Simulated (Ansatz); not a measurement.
Ansatz input

```yaml
crystal:
  lattice:
    - [3.6613842614, 0.0, 0.0]
    - [-1.8306921307, 3.1708517834, 0.0]
    - [0.0, 0.0, 6.0525684498]
  atoms:
    - { symbol: Yb, position: [0.3333333333, 0.6666666667, 0.25] }
    - { symbol: Yb, position: [0.6666666667, 0.3333333333, 0.75] }
hamiltonian:
  xc: r2scan
  pseudopotentials:
    kind: paw_fr
    azcp:
      Yb: "pseudopotentials/Yb.paw.azcp"
basis:
  ecutwfc: 500
  fft_grid_basis: typed
kpoints:
  mp_grid: { grid: [10, 10, 5], shift: [0, 0, 0] }
magnetization:
  noncollinear: true
  spin_orbit: true
scf:
  occupations: { method: fermi_dirac, width: 0.1 }
output:
  write_density: true
  write_potential: true
  elf: true
  volumetric_format: npy
```

Output

```
band count auto-derived: 60, from the close of a first SCF at 58 (N_el = 48.0; filled up to band 48; 58 by the electrons, moments and atoms)
Engine: ansatz 0.2.0, x86_64-unknown-linux-gnu
Pseudopotentials: kind: paw_fr
Pseudopotential: Yb, paw_fr, valence charge 24, recommended cutoff 500 eV (meta_gga) 
Functional definition: r2SCAN
  parameter k0 = 0.174
  parameter k1 = 0.065
  parameter a1 = 4.9479
  exchange = r2scan_x(k0 = k0, k1 = k1, a1 = a1)
  correlation = r2scan_c
non-collinear run that drives no moment, with spin-orbit: no starting moment large enough to seed its density (crystal.atoms[].spin), no starting occupations that ask for one, no magnetisation constraint and no magnetic field, so the semilocal B_xc is pinned to zero
Crystal: 2 atoms, lattice volume = 70.269 Å³
Basis set: ecut = 500 eV, 1763 PW (Γ), exchange–correlation on 108×108×180 points (64 copies of the dense FFT grid, shifted against one another)
Bands: 58, of which v1, the nominal top of the filled ones, is band 48 counted from 1 (47 counted from 0)
Symmetry: 24 space group operations + 24 with time reversal
Magnetic group: BNS 194.264 (UNI 1494), of the structure as read, at distance tolerance 4.1e-5 Å
k-points: 42 of 500
Projection manifold: j_resolved (fully-relativistic pseudo-atomic orbitals)
Non-local potential: Yb, projectors of the file, l = 0: 3, l = 1: 4, l = 2: 4, l = 3: 6
PAW form: soft (Blöchl's): semilocal exchange-correlation on the pseudo side does not see the compensation charge
PAW frozen core: Yb, regenerated for the run's functional (the file was generated under x = pbe(κ = 0.804, μ = 0.2195149727645171), c = pbe(β = 0.06672455060314922))
PAW one-centre angular grid: Yb, 2702 points (default); XC on 224 Gauss nodes
Initial density: superposition of atomic densities (chi_scale 0.1, normalization cell)
Initial wavefunctions: pseudopotential atomic-orbital guess
Functional: x = r2scan, c = r2scan; τ floored in thin density (d = 2e-4 eV/Å³)
iter 1 solved again at ethr=8.98e-4 eV; its pass at ethr=3.10e-3 eV (dr2=4.31e-1 eV) is discarded
SCF iter   1: F=—  HF=-27563.896447 eV  |F-HF|=—  |Δ(HF+E_count)|=         —  Δρ=2.81e-2  dr2=4.31e-1  dr2_τ=1.10e-3  dr2_m=0.00e0 (ungated)  ethr=8.98e-4  |M|=0.00e0 ∫|m|=0.00e0 μB  |m|>n=0.0e0 m-floor=0.0e0 τ_xc=0.0e0  β_m=0.30  ⟨swp⟩=1.4  Hψ=7465  notcnv=0
spin=Noncollinear: Kerker preconditioning applied to the charge; magnetization (m_x, m_y, m_z) channels mix plain (no charge-response kernel on spin).
SCF iter   2: F=—  HF=-27564.616018 eV  |F-HF|=—  |Δ(HF+E_count)|=   7.20e-1  Δρ=1.60e-1  dr2=1.48e1  dr2_τ=9.01e-3  dr2_m=0.00e0 (ungated)  ethr=8.98e-4  |M|=0.00e0 ∫|m|=0.00e0 μB  |m|>n=0.0e0 m-floor=0.0e0 τ_xc=0.0e0  β_m=0.12  ⟨swp⟩=3.1  Hψ=2699  notcnv=0  recentre
...
SCF iter   4: F=-27563.959664 eV  HF=-27563.959664 eV  |F-HF|=1.92e-9  |Δ(HF+E_count)|=   2.51e-8  Δρ=1.60e-6  dr2=2.35e-9  dr2_τ=1.21e-10  dr2_m=0.00e0 (ungated)  ethr=9.99e-12  |M|=0.00e0 ∫|m|=0.00e0 μB  |m|>n=0.0e0 m-floor=0.0e0 τ_xc=0.0e0  ⟨swp⟩=1.2  Hψ=4736  notcnv=0
SCF 2 converged in 4 iterations: F = -27563.959664 eV  dr2 = 2.35e-9
SCF converged after 18 iterations (14 of them on 58 bands)
Magnetization: |M| = 0.0000 μB,  M = (+0.0000, +0.0000, +0.0000) μB
Absolute magnetization: 0.0000 μB (∫|m|)
  site 0: m = (+0.0000, +0.0000, +0.0000) μB, |m| = 0.0000 μB  (R = 1.51 Å)
  site 1: m = (+0.0000, +0.0000, +0.0000) μB, |m| = 0.0000 μB  (R = 1.51 Å)
Free energy (F): -27563.959664 eV
Harris-Foulkes:  -27563.959664 eV  (|F-HF|=1.92e-9)
Internal energy: -27563.705225 eV  (E = F + TS)
E sigma→0 (E₀):  -27563.832445 eV
Entropy (-TS):   -0.254439 eV (-127.220 meV/atom)
Fermi energy:    10.894142 eV
--- Per-component energies (eV) ---
  E_band       = -33.539126
  E_kinetic    = 712.979113
  E_local      = -12449.484269  (includes V_loc(G=0)·N_el)
  E_nonlocal   = 1073.460604
  E_hartree    = 5402.678338
  E_xc         = -321.646242
  E_vxc        = -458.673183  (∫ρ·V_xc dr)
  E_paw        = -14669.529868  (= ΣΔE_a)
  E_vpaw       = 254.358707  (= ΣTr[D̂ρ^β])
  E_aug_tail   = 0.000003  (compensation charges beyond the density's cutoff)
  E_vtau       = 28.469732  (kinetic-family band-sum trace: ∫τ·v_τ [+ j·A + Jᵃ·Aᵃ] dr)
  E_ewald      = -7313.852718
  E_core_change = 1.689812  (= ΣΔE_core)
  E_smearing   = -0.254439  (= −TS)
  E_closure    = -0.000000  (closes the sum)
  Σ components = -27563.959664   (vs F -27563.959664, Δ=0.00e0)
--- Band table (eV; the first three rows and the last of 42) ---
  k-point 0: bands = ["-42.6956", "-42.6956", "-42.6774", "-42.6774", "-18.8547", "-18.8547", "-18.7660", "-18.7660", "-12.7924", "-12.7924", "-12.5440", "-12.5440", "-12.4894", "-12.4894", "-12.4845", "-12.4845", "5.4175", "5.4175", "8.9371", "8.9371", "9.1642", "9.1642", "9.1697", "9.1697", "9.1711", "9.1711", "9.1769", "9.1769", "9.1794", "9.1794", "9.1811", "9.1811", "10.4479", "10.4479", "10.4896", "10.4896", "10.4926", "10.4926", "10.5022", "10.5022", "10.5175", "10.5175", "10.5383", "10.5383", "10.5472", "10.5472", "10.5499", "10.5499", "11.0409", "11.0409", "13.8156", "13.8156", "13.8492", "13.8492", "14.0660", "14.0660", "14.4041", "14.4041", "14.6948", "14.6948"]
  k-point 1: bands = ["-42.6938", "-42.6938", "-42.6791", "-42.6791", "-18.8462", "-18.8462", "-18.7744", "-18.7744", "-12.7644", "-12.7644", "-12.5388", "-12.5388", "-12.5154", "-12.5154", "-12.4947", "-12.4947", "5.6580", "5.6580", "8.3941", "8.3941", "9.1644", "9.1644", "9.1644", "9.1644", "9.1694", "9.1694", "9.1736", "9.1736", "9.1772", "9.1772", "9.1798", "9.1798", "10.4644", "10.4644", "10.4911", "10.4911", "10.4951", "10.4951", "10.4960", "10.4960", "10.5213", "10.5213", "10.5445", "10.5445", "10.5462", "10.5462", "10.5543", "10.5543", "11.3792", "11.3792", "13.5568", "13.5568", "13.7606", "13.7606", "13.9878", "13.9878", "14.2472", "14.2472", "14.5040", "14.5040"]
  k-point 2: bands = ["-42.6893", "-42.6893", "-42.6837", "-42.6837", "-18.8239", "-18.8239", "-18.7965", "-18.7965", "-12.6898", "-12.6898", "-12.5948", "-12.5948", "-12.5252", "-12.5252", "-12.5083", "-12.5083", "6.3399", "6.3399", "7.3374", "7.3374", "9.1624", "9.1624", "9.1636", "9.1636", "9.1701", "9.1701", "9.1720", "9.1720", "9.1785", "9.1785", "9.1797", "9.1797", "10.4766", "10.4766", "10.4856", "10.4856", "10.4940", "10.4940", "10.4952", "10.4952", "10.5310", "10.5310", "10.5410", "10.5410", "10.5536", "10.5536", "10.5579", "10.5579", "12.0650", "12.0650", "12.8591", "12.8591", "13.7636", "13.7636", "13.9519", "13.9519", "13.9703", "13.9703", "14.1694", "14.1694"]
  k-point 41: bands = ["-42.6719", "-42.6719", "-42.6712", "-42.6712", "-18.8807", "-18.8807", "-18.8772", "-18.8772", "-12.8249", "-12.8249", "-12.7630", "-12.7630", "-12.6754", "-12.6754", "-12.6146", "-12.6146", "9.1514", "9.1514", "9.1568", "9.1568", "9.1635", "9.1635", "9.1656", "9.1656", "9.1724", "9.1724", "9.1759", "9.1759", "10.1721", "10.1721", "10.3498", "10.3498", "10.4509", "10.4509", "10.4591", "10.4591", "10.4914", "10.4914", "10.5074", "10.5074", "10.5273", "10.5273", "10.5303", "10.5303", "10.6104", "10.6104", "10.7571", "10.7571", "11.0983", "11.0983", "11.4161", "11.4161", "11.6240", "11.6240", "11.9383", "11.9383", "14.3018", "14.3018", "15.1718", "15.1718"]
```

Launched by

```sh
ansatz run input.yaml --threads 1 --pin off --max-ram 3584MiB --backend cpu --events-out ev --progress --plain --runs-dir out
```

On 1 thread of Intel(R) Xeon(R) Platinum 8259CL CPU @ 2.50GHz (Skylake/Cascade Lake) (shared host) this took about 220 s of wall time and 190 s of CPU time.
